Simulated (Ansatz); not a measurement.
A relaxed cell of Hf2C is given with its symmetry left out. The cell was found from a structure generator's guess, not taken from experiment.

Level of theory: Ansatz, DFT PBE, scalar-relativistic, plane waves, PAW. Cutoff 420 eV, Γ-centred mesh, Gaussian smearing, no spin polarisation.

```yaml
crystal:
  lattice:
    - [2.92070, 0.00000, 0.00000]
    - [0.00000, 2.92070, 0.00000]
    - [0.00000, 0.00000, 7.35025]
  atoms:
    - { symbol: Hf, position: [0.00000, 0.00000, 0.78430] }
    - { symbol: Hf, position: [0.00000, 0.00000, 0.21570] }
    - { symbol: C, position: [0.00000, 0.00000, 0.50000] }
```

The zero of energy is the elements' standard structures at the same level; no fitted shifts are applied.

Problem. Find its symmetry and describe it.

Solution. P4/mmm (No. 123). Conventional cell: a = 2.921 Å, c = 7.350 Å. Around Hf lie 1 C at 2.09 Å, 4 Hf at 2.92 Å and 1 Hf at 3.17 Å; C is surrounded by 2 Hf at 2.09 Å.

Problem. What is its formation energy per atom?

Solution. +1.50 eV/atom. A positive value: parting into the elements would lower its energy.

Problem. Is it a metal?

Solution. Yes, bands cross the Fermi level on the 16×16×6 mesh.

The last run used a 16×16×6 mesh (in the run's order of axes) for its 3-atom cell and Gaussian smearing of 0.10 eV. Spin–orbit coupling, which can matter for Hf, is left out. The reference form of C is held partly by dispersion forces, which this level lacks. A structure relaxed within its symmetry needn't be a true minimum. Another cell of Hf2C relaxed alike, in P6_3/mmc, lies 1.58 eV/atom lower, so this cell isn't the stable form at this level.
